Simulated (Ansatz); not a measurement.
# Phonon spectrum of Mg3Se4

These are results of DFT PBE, scalar-relativistic, plane waves, PAW (Ansatz), not measurements. Cutoff 420 eV, 12×12×4 k-points (Γ-centred), fixed occupations. No spin polarisation. Phonons by linear response, acoustic sum rule imposed.

Relaxed structure:
```
Mg Se
1.0
     4.03617    0.00000    0.00000
    -2.01809    3.49543    0.00000
     0.00000    0.00000   11.26124
Mg Se
3 4
Direct
  0.00000 0.00000 0.00000
  0.66667 0.33333 0.71832
  0.33333 0.66667 0.28168
  0.33333 0.66667 0.86197
  0.66667 0.33333 0.13803
  0.00000 0.00000 0.39355
  0.00000 0.00000 0.60645
```

The cell was found from a proposed guess, not taken from experiment. The q mesh is coarse, so values between its points are rough.

Force constants from linear response on a 2×2×1 q mesh.

Problem. Is the structure dynamically stable on this mesh?

Solution. Yes, on this mesh: no mode is imaginary.

Problem. Give the frequencies (cm⁻¹; i marks imaginary ones) at the irreducible q points, in fractions of the reciprocal vectors, the Γ row without the LO field.

Solution.
```csv
q,star,frequencies
0.000 0.000 0.000,1,0 0 0 40 40 57 57 74 74 126 138 151 151 191 234 234 242 242 254 281 288
0.000 -0.500 0.000,3,40 54 70 85 89 92 105 112 117 126 145 154 165 186 200 206 233 240 245 279 290
```
